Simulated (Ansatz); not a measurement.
AlRu:
```xyz
2
Lattice="2.9538 0.0000 0.0000 0.0000 2.9538 0.0000 0.0000 0.0000 2.9538" Properties=species:S:1:pos:R:3 pbc="T T T"
Al     0.0000     0.0000     0.0000
Ru     1.4769     1.4769     1.4769
```

Relaxed with LDA.

Which orbitals make up the states near the Fermi level in LDA (plane waves, PAW; program Ansatz)?

Within 0.5 eV of the Fermi level: Ru 4d 84 %, Al 3p 11 %. Projections are on Löwdin-orthogonalised atomic valence shells; empty p or d shells of many metals are not among them.

Tabulate the density of states.

States/eV per cell of 2 atoms, in 0.25 eV bins, energy from the Fermi level.

```csv
E (eV),total,Ru 4d,Al 3p,Al 3s
-7.85,0.26,0.01,0.09,0.08
-7.60,0.30,0.02,0.10,0.09
-7.35,0.33,0.03,0.12,0.10
-7.10,0.37,0.04,0.13,0.12
-6.85,0.43,0.06,0.15,0.14
-6.60,0.51,0.10,0.17,0.16
-6.35,0.70,0.20,0.20,0.22
-6.10,1.59,0.74,0.27,0.49
-5.85,1.29,0.59,0.24,0.40
-5.60,0.58,0.33,0.11,0.12
-5.35,0.47,0.23,0.11,0.11
-5.10,0.35,0.16,0.11,0.06
-4.85,0.35,0.14,0.12,0.05
-4.60,0.63,0.32,0.21,0.06
-4.35,0.95,0.52,0.31,0.06
-4.10,1.49,0.86,0.47,0.07
-3.85,2.28,1.39,0.68,0.08
-3.60,2.58,1.92,0.48,0.08
-3.35,1.79,1.40,0.31,0.02
-3.10,1.69,1.36,0.29,0.00
-2.85,1.77,1.44,0.30,0.00
-2.60,1.10,0.84,0.24,0.00
-2.35,0.80,0.58,0.19,0.00
-2.10,1.66,1.34,0.25,0.01
-1.85,2.66,2.17,0.39,0.02
-1.60,1.91,1.56,0.27,0.01
-1.35,1.64,1.42,0.15,0.01
-1.10,3.32,2.86,0.31,0.02
-0.85,3.26,2.84,0.28,0.02
-0.60,2.42,2.10,0.22,0.01
-0.35,1.99,1.69,0.21,0.02
-0.10,1.63,1.39,0.17,0.01
0.15,1.35,1.14,0.14,0.01
0.40,0.69,0.51,0.12,0.01
0.65,0.38,0.23,0.10,0.01
0.90,0.32,0.19,0.09,0.01
1.15,0.27,0.16,0.07,0.00
1.40,0.22,0.13,0.06,0.00
1.65,0.25,0.17,0.05,0.00
1.90,0.37,0.26,0.08,0.00
2.15,0.56,0.38,0.14,0.00
2.40,1.65,1.09,0.41,0.04
2.65,1.16,0.66,0.36,0.06
2.90,0.90,0.42,0.31,0.09
3.15,0.72,0.30,0.28,0.07
3.40,0.67,0.23,0.27,0.10
3.65,0.55,0.17,0.24,0.07
3.90,0.53,0.14,0.23,0.09
4.15,0.45,0.10,0.20,0.09
4.40,0.41,0.08,0.18,0.10
4.65,0.36,0.06,0.16,0.10
```

Space group Pm-3m (CsCl type). The LDA relaxation kept the symmetry of its start; of distortions, only those at the zone centre were tested. The run is not spin-polarised. Scalar-relativistic: spin–orbit coupling is off unless named, which matters more the heavier the elements.

Potentials: the earlier of the program's two PAW sets.
